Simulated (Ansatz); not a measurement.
Ta2O5 (Pmmm), ideal shear of a crystal plane

Level of theory: DFT PBEsol, scalar-relativistic, plane waves, PAW in Ansatz 0.2.0. Cutoff 420 eV, Γ-centred 9×9×3 k-points, Gaussian smearing of 0.03 eV. Spin–orbit coupling is left out, which matters for the heavy elements here. No spin polarisation. Energies are free energies at this smearing, counted from the undisturbed cell; pressure is positive in compression.

The starting cell (relaxed at this level; it needn't be the usual structure):

```yaml
crystal:
  lattice:
    - [-3.66999, 0.00000, 0.00000]
    - [0.00000, -3.85909, 0.00000]
    - [0.00000, 0.00000, 12.86696]
  atoms:
    - { symbol: Ta, position: [0.50000, 0.00000, 0.16980] }
    - { symbol: Ta, position: [0.50000, 0.00000, 0.66980] }
    - { symbol: Ta, position: [0.00000, 0.00000, 0.91980] }
    - { symbol: Ta, position: [0.00000, 0.00000, 0.41980] }
    - { symbol: O, position: [0.50000, 0.50000, 0.16980] }
    - { symbol: O, position: [0.50000, 0.50000, 0.66980] }
    - { symbol: O, position: [0.00000, 0.00000, 0.25943] }
    - { symbol: O, position: [0.00000, 0.00000, 0.75943] }
    - { symbol: O, position: [0.00000, 0.50000, 0.91980] }
    - { symbol: O, position: [0.00000, 0.50000, 0.41980] }
    - { symbol: O, position: [0.50000, 0.00000, 0.91980] }
    - { symbol: O, position: [0.50000, 0.00000, 0.41980] }
    - { symbol: O, position: [0.00000, 0.00000, 0.08017] }
    - { symbol: O, position: [0.00000, 0.00000, 0.58017] }
```

The cut lies on the cell's a–b face, a (0 0 1) plane (indices in the standard cell, whose axes needn't be the Cartesian ones shown) of area 14.16 Å², between layers 2.06 Å apart. Vector c is tilted by f times 1·a − 1·b (length 5.326 Å) with the atoms' Cartesian places fixed: one unrelaxed fault a cell. The traction is dγ/du, the slope of γ against the slip u in Å. Some rows repeat others by symmetry and weren't run.

| f | γ (mJ/m²) | traction (GPa) |
| --- | --- | --- |
| 0.0000 | 0 | 0.0 |
| 0.0833 | 245 | 11.0 |
| 0.1667 | 930 | 18.5 |
| 0.2500 | 1721 | 15.4 |
| 0.3333 | 2204 | 6.4 |
| 0.4167 | 2339 | 0.7 |
| 0.5000 | 2342 | 0.0 |
| 0.5833 | 2339 | -0.7 |
| 0.6667 | 2204 | -6.4 |
| 0.7500 | 1721 | -15.4 |
| 0.8333 | 930 | -18.5 |
| 0.9167 | 245 | -11.0 |

Question: Read off the first barrier and the stress needed to climb it, and compare with Frenkel's sinusoid.

Answer: The first sampled maximum lies at f = 0.500, a slip of 2.66 Å, with γ ≈ 2342 mJ/m², which stands in for the unstable fault energy γ_us, and the steepest sampled slope before it is 18.5 GPa. A sinusoid γ = γ_us sin²(πu/λ) with its maximum there has λ = 5.33 Å and a largest slope πγ_us/λ = 13.8 GPa (1 mJ/m² per Å = 0.01 GPa).

Question: Is there a metastable fault on this line?

Answer: Apart from points where γ returns to about zero, no local minimum shows among the samples, so at this sampling the line offers no fault for a dislocation to split on; a fault can still lie off the line.

The cut is rigid; relaxing the faces lowers these energies and usually the stresses.

The gap closes along the scan, which can put kinks into the curve.

Cost: 7 runs of about 9.1 core-minutes in all, on Intel Xeon 6975P-C (Granite Rapids) (shared hosts).